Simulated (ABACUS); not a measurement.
ABACUS run on a model cell of FeGe (Fm-3m, 2 atoms in the cell; prototype structure): self-consistent single point.

Method: PBE, numerical atomic orbitals TZP (confined pseudo-atomic orbitals with Gaussian additions; energy shift 0.01 Ry), PseudoDojo 0.5 standard norm-conserving PBE (tails mended) pseudopotentials run with ABACUS.

The change in words: volume scaled by 0.99. Reference geometry (Fm-3m):
```xyz
2
Lattice="0.0000 2.5797 2.5797 2.5797 0.0000 2.5797 2.5797 2.5797 0.0000" Properties=species:S:1:pos:R:3 pbc="T T T"
Ge     0.0000     0.0000     0.0000
Fe     2.5797     2.5797     2.5797
```
Starting moments (μB, in the order of the atoms Ge Fe): 0.0 4.0.

Reference input (self-consistent single point, DFT, PBE, numerical atomic orbitals TZP (confined pseudo-atomic orbitals with Gaussian additions; energy shift 0.01 Ry), PseudoDojo 0.5 standard norm-conserving PBE (tails mended) pseudopotentials): basis = TZP numerical atomic orbitals, energy shift 0.01 Ry; KPT = MP 11 11 11 0 0 0; basis_type = lcao; ecutwfc = 100 Ry; smearing_method = fd; smearing_sigma = 0.00367493 Ry; nspin = 2; potentials = PseudoDojo 0.5 standard norm-conserving PBE (tails mended); symmetry = 1; symmetry_prec = 1e-05; nbands = 21; ks_solver = genelpa. This run's input differs from it in these lines:

```diff
@@ -34,5 +34,5 @@
 LATTICE_VECTORS
-   0.0000000000    4.8749359323    4.8749359323
-   4.8749359323    0.0000000000    4.8749359323
-   4.8749359323    4.8749359323    0.0000000000
+   0.0000000000    4.8586294856    4.8586294856
+   4.8586294856    0.0000000000    4.8586294856
+   4.8586294856    4.8586294856    0.0000000000
```

Output, abridged:

```
 SELF-CONSISTENT
 -------------------------------------------

                  longest orb rcut (Bohr) = 7.2
   longest nonlocal projector rcut (Bohr) = 1.94
                     search radius (Bohr) = 18.3

                          real space grid = [ 45, 45, 45 ]
                                 init_chg = atomic

 LCAO ALGORITHM --------------- ION=   1  ELEC=   1--------------------------------
          total magnetism (Bohr mag/cell) = 2.64733
       absolute magnetism (Bohr mag/cell) = 2.86512
                        nelec for spin up = 16.3237
                      nelec for spin down = 13.6763

 Density error is 0.0531460029503
   [... lines left out ...]
 E_KohnSham     -429.2443355725      -5840.1687980105
 E_Fermi        0.9402926541         12.7933378836

 LCAO ALGORITHM --------------- ION=   1  ELEC=  16--------------------------------
          total magnetism (Bohr mag/cell) = 2.63606
       absolute magnetism (Bohr mag/cell) = 2.96916
                        nelec for spin up = 16.318
                      nelec for spin down = 13.682

 Density error is 5.96434131389e-08
 E_KohnSham     -429.2443355725      -5840.1687980107
 E_KS(sigma->0) -429.2434386108      -5840.1565942200
 E_entropy(-TS) -0.0017939235        -0.0244075816
 E_Fermi        0.9402926480         12.7933377999
 charge density convergence is achieved
 final etot is -5840.168798 eV
 EFERMI = 12.7933378 eV

 STATE ENERGY(eV) AND OCCUPATIONS    NSPIN == 2
SPIN UP :
   [... 18 lines left out ...]

SPIN DOWN :
   [... 18 lines left out ...]

-------------------------------------------------
 Total Magnetism (uB)
-------------------------------------------------
                        Ge1        -0.2772671590
                        Fe1         2.9133317958
-------------------------------------------------

 TOTAL-FORCE (eV/Angstrom)
                       Ge1         0.0000000000         0.0000000000         0.0000000000
                       Fe1         0.0000000000         0.0000000000         0.0000000000

 TOTAL-STRESS (KBAR)
       -62.8427343333        -0.0000000000        -0.0000000000
        -0.0000000000       -62.8427343333         0.0000000000
        -0.0000000000        -0.0000000000       -62.8427343333
 TOTAL-PRESSURE: -62.842734 KBAR

 --------------------------------------------
 !FINAL_ETOT_IS -5840.1687980107471958 eV
 --------------------------------------------
```

The run converged in 16 iterations. Against the reference run the free energy drops by 7.1 meV/atom, the pressure goes from -6.90 to -6.28 GPa and the net moment moves little (1.33 to 1.32 μB/atom).

Lattice and positions were typed or generated, without prior relaxation. The atom-centred basis is finite, which shifts total energies and pressures against plane waves. The run is spin-polarised and ends with a net moment of 2.64 μB in the cell. With one magnetic atom the cell allows parallel order alone; another order can lie lower.

Cost on one core: around 80 core-seconds (rough).

The atomic orbitals were generated for these runs; they are not ABACUS's published sets and were checked against plane waves on a few crystals only.

“Tails mended”: in these copies of the files the far tail of each local potential was reset to the Coulomb form.
